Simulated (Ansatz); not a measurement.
MnF$_{2}$ (rutile, P4_2/mnm), r²SCAN in the plane-wave PAW code Ansatz. The conduction-band minimum lies at Γ, with 1 equivalent valley. Second derivatives d²E/dk² of the lowest band at one valley (eV·Å²), along Cartesian directions:

```csv
direction,d²E/dk²
[100],13.55
[010],14.61
[001],14.85
[110],14.08
[101],14.20
[011],14.73
```

Problem. Find the principal effective masses, the density-of-states mass and the conductivity mass.

Solution. Off-diagonal terms follow from H_xy = H[110] − (H_xx + H_yy)/2, and m*/mₑ = 7.620 eV·Å² over each eigenvalue: 0.51, 0.52, 0.56. One valley's DOS mass (m₁m₂m₃)^(1/3) = 0.53, conductivity mass 3/(Σ 1/mᵢ) = 0.53 mₑ.

Problem. What effective density of states Nc follows at 300 K for parabolic valleys?

Solution. Nc = 2.509e19 × 1 × (0.53)^(3/2) ≈ 9.7e18 cm⁻³.

The r²SCAN relaxation kept the symmetry of its start, as lowered by the spin order. Spin order of the final state: antiferromagnetic, chosen from 2 collinear starts compared on coarse meshes (ties went to the first, and starts can fall back to one state), not a proven ground state. Other orbital occupations within this spin state were not tried. No Hubbard U is applied. Point labels and valley counts follow the cell and symmetry of the run, lower than the named group.

Potentials: the later of the program's two PAW sets.

Edges and masses are those of Kohn–Sham bands, whose gap is no quasiparticle gap.
